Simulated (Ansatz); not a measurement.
Structure: ZnO (4H polytype), at its r2SCAN minimum. Space group P6_3mc (No. 186), hexagonal; a = 3.226 Å, c = 10.473 Å in the conventional setting, 11.80 Å³ an atom. Zn has 4 O at 1.97–1.98 Å; Zn has 4 O at 1.97 Å; O has 4 Zn at 1.97–1.98 Å; O has 4 Zn at 1.97 Å.

4 runs of the PAW code Ansatz on this cell differ in the functional (and in the settings that go with it). Levels are in eV from each run's valence top; v1 is the last filled band, c1 the first empty one.

Run A, mean stress 0.0 GPa (compression positive):
```
point     v2     v1    c1    c2
    Γ   0.00   0.00  1.18  3.78
    M  -0.99  -0.85  5.90  6.06
    K  -1.57  -1.33  7.89  7.89
    A  -0.12  -0.12  2.25  2.25
    L  -1.05  -1.05  6.28  6.28
    H  -1.47  -1.47  7.88  7.88
```

Run B, mean stress +1.4 GPa (compression positive):
```
point     v2     v1    c1    c2
    Γ   0.00   0.00  3.15  5.85
    M  -1.04  -0.89  7.89  8.10
    K  -1.68  -1.37  9.95  9.95
    A  -0.13  -0.13  4.20  4.20
    L  -1.10  -1.10  8.32  8.32
    H  -1.55  -1.55  9.93  9.93
```

Run C, mean stress +6.1 GPa (compression positive):
```
point     v2     v1    c1    c2
    Γ   0.00   0.00  0.75  3.32
    M  -0.97  -0.83  5.38  5.48
    K  -1.54  -1.30  7.36  7.36
    A  -0.11  -0.11  1.87  1.87
    L  -1.03  -1.03  5.73  5.73
    H  -1.44  -1.44  7.36  7.36
```

Run D, mean stress +1.7 GPa (compression positive):
```
point     v2     v1    c1    c2
    Γ   0.00   0.00  2.46  5.12
    M  -1.02  -0.87  7.15  7.37
    K  -1.66  -1.35  9.21  9.21
    A  -0.12  -0.12  3.49  3.49
    L  -1.08  -1.08  7.58  7.58
    H  -1.53  -1.53  9.18  9.18
```

Task: Match the runs to PBE, r2SCAN, HSE06, PBE0.

Result: A is r2SCAN, B is PBE0, C is PBE, D is HSE06. In order of the gap: PBE 0.75, r2SCAN 1.18, HSE06 2.46, PBE0 3.15 eV. The stress vanishes for r2SCAN, which relaxed the cell.

Simulation only: spin-unpolarised, and no claim that this is the phase found in nature.

The program warns that its thresholds are loose for a hybrid's stress.

The meshes of the hybrids are coarse, so their gaps aren't converged to the digits shown.
